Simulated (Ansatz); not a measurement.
In3GaP4, ordered on the zincblende lattice (R3m) with 8 atoms a cell: a single-point calculation in the PAW code Ansatz (PBE0). The cell was relaxed beforehand with r2SCAN.

```yaml
crystal:
  lattice:
    - [2.0489609394, 1.1829681499, 13.4160019928]
    - [-2.0489609394, 1.1829681499, 13.4160019928]
    - [0.0, -2.3659362998, 13.4160019928]
  atoms:
    - { symbol: Ga, position: [1.0002957054, 0.0002957054, 0.0002957054] }
    - { symbol: In, position: [0.2524361742, 0.2524361742, 0.2524361742] }
    - { symbol: In, position: [0.5000764354, 0.5000764354, 0.5000764354] }
    - { symbol: In, position: [0.7477629142, 0.7477629142, 0.7477629142] }
    - { symbol: P, position: [0.3160865723, 0.3160865723, 0.3160865723] }
    - { symbol: P, position: [0.5633765495, 0.5633765495, 0.5633765495] }
    - { symbol: P, position: [0.8110632141, 0.8110632141, 0.8110632141] }
    - { symbol: P, position: [0.0589024351, 0.0589024351, 0.0589024351] }
kpoints:
  mp_grid: { grid: [4, 4, 4] }
  band_path:
    path:
      - [0.0, 0.0, 0.0]
      - [-0.5, -0.5, -0.5]
      - [-0.5, -0.1718499938, -0.8281500062]
      - [-0.1718499938, 0.1718499938, -0.5]
      - [0.0, 0.0, -0.5]
      - [0.0, 0.3359249969, -0.3359249969]
      - [-0.3359249969, 0.0, -0.6640750031]
      - [-0.5, 0.0, -0.5]
    npoints: 1
hamiltonian:
  xc: pbe0
scf:
  occupations: { method: fixed }
  n_extra_bands: 6
output:
  forces: true
  stress: true
  eigenvalues: true
```

Some lines of the output have been replaced by numbered gaps.
```
scf.n_extra_bands = 6 over 36 filled bands (N_el = 72.0): the run solves 42 bands
Pseudopotential: Ga, paw, valence charge 13, recommended cutoff 420 eV (normal)
Pseudopotential: In, paw, valence charge 13, recommended cutoff 420 eV (normal)
Pseudopotential: P, paw, valence charge 5, recommended cutoff 420 eV (normal)
Functional definition: PBE0
Crystal: 8 atoms, lattice volume = 195.111 Å³
[1]
Symmetry: 6 space group operations
Space group: R3m (ITA 160)
k-points: 13 of 64 (time reversal used)
hybrid outer 1: dexx = +4.599e-2 eV, tail = 7.75e-5 eV
hybrid outer 2: dexx = +4.987e-6 eV, tail = 4.53e-8 eV, Δε = 3.11e-3 eV, ΔF = 2.46e-3 eV/Å
Free energy (F): -23614.389902 eV
[2]
--- Per-component energies (eV) ---
  E_band       = -380.529708
  E_kinetic    = 1124.868048
  E_local      = -6491.984967
  E_nonlocal   = 1663.740581
  E_hartree    = 2721.939642
  E_xc         = -737.830256
  E_vxc        = -461.464710
  E_exx        = -207.140166
  E_paw        = -16767.908535
  E_vpaw       = -1245.287706
  E_ewald      = -4921.420308
  E_core_change = 1.346081
--- Forces (eV/Å), atoms counted from 1 ---
[3]
--- Stress (GPa, compression-positive) ---
       -0.017803       0.000000       0.000000
        0.000000      -0.017803       0.000000
        0.000000       0.000000      -0.544887
  P = ⅓ Tr σ = -0.1935 GPa (-1.935 kbar)
--- Band table (eV; the first three rows and the last of 13) ---
[4]
```

The rows of the band table are 0: (0, 0, 0) = Γ, 1: (0, 0, 1/4), 2: (0, 0, -1/2) = L, 12: (-1/2, -1/2, -1/2) = T.

Q: What stood in the gaps? They hold the Fermi energy and the band table, the forces, cutoff and plane waves at Γ.

A:
```
[1]
Basis set: ecut = 420 eV, 3795 PW (Γ), FFT grids on a1−a3, a2−a3, a3
[2]
Fermi energy:    6.077247 eV
[3]
  atom   1  Ga      0.00000      0.00000    -0.01606
  atom   2  In      0.00000      0.00000      0.01191
  atom   3  In      0.00000      0.00000      0.00320
  atom   4  In      0.00000      0.00000      0.00165
  atom   5  P       0.00000      0.00000    -0.04156
  atom   6  P       0.00000      0.00000    -0.00219
  atom   7  P       0.00000      0.00000    -0.00529
  atom   8  P       0.00000      0.00000      0.04827
[4]
  k-point 0: bands = […, 5.3660, 5.5343, 5.5343, 6.0151, 6.0772, 6.0772, 8.0266, 8.7781, 9.4350, 9.6310, …]
  k-point 1: bands = […, 3.9913, 4.1984, 4.3796, 5.1650, 5.3109, 5.3844, 9.3737, 9.8341, 10.0843, 10.5886, …]
  k-point 2: bands = […, 3.4072, 3.7535, 3.9925, 4.1008, 4.6491, 4.7462, 9.1093, 9.6092, 9.8451, 9.9070, …]
  k-point 12: bands = […, 5.2195, 5.2195, 5.7997, 5.7997, 5.9316, 5.9316, 8.3464, 9.3148, 9.4096, 9.4610, …]
```
Only the leading digits can be foreseen; the rest is this run's record.

The PBE0 gap is direct at Γ: 1.95 eV. Edges are sought over the mesh and the listed points. The mean pressure at these positions is -0.2 GPa, compression counted positive. (The program warns that its thresholds are loose for a hybrid's stress.) The largest force is 0.05 eV/Å.

Command: `ansatz run input.yaml --threads 4 --pin off --max-ram 6451MiB --backend cpu --events-out ev --progress --plain --runs-dir out`. Wall time 2 min on 4 threads of Intel(R) Xeon(R) 6975P-C (Granite Rapids) (shared host); peak host memory 4.1 GiB.

Spin-unpolarised throughout. Whether this structure exists isn't addressed.

Spin-orbit coupling is left out.
